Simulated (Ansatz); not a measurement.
## BaLi2Mg2Si2: reading a single point

```
Ba Mg Li Si
1.0
     2.29925    3.98242    0.00000
    -2.29925    3.98242    0.00000
    -2.29925    1.32747    8.72289
Ba Mg Li Si
1 2 2 2
Direct
  0.00000 0.00000 0.00000
  0.86439 0.27122 0.59317
  0.13561 0.72878 0.40683
  0.42941 0.14118 0.28823
  0.57059 0.85882 0.71177
  0.75790 0.48420 0.27370
  0.24210 0.51580 0.72630
```

Single point in Ansatz 0.2.0 with r2SCAN, no spin polarisation. Cutoff 500 eV, PAW datasets, 8×8×8 Γ-centred k mesh, fermi-dirac filling (width 0.1 eV).

Which atom feels the largest force, and which way?

The largest is on Si7 (and as large on other atoms): 0.11 eV/Å, components (0.00, 0.00, -0.11). It makes 87° with the line to a nearest neighbour, Li5 at 2.66 Å.

Is there a gap?

It is a metal on this mesh, though the bands barely overlap, with about 0.31 states/eV a cell as the mean within 0.25 eV of the Fermi level.

What do density and ELF say about some of the short contacts?

Li–Si at 2.66 Å: least valence density 0.11 e/Å³ and ELF 0.04 there. Mg–Si at 2.79 Å: least valence density 0.16 e/Å³ and ELF 0.14 there. Mg–Li at 2.85 Å: least valence density 0.07 e/Å³ and ELF 0.08 there. Both are smooth PAW fields, read partly inside the augmentation spheres.

What is the formation energy?

-0.37 eV an atom against the elements' usual phases (free molecules for gases, crystals otherwise, with no correction for O₂ or N₂), so it is bound against them; other compounds may still compete. Relaxing would lower it.

Origin: a database entry at a rescaled volume.
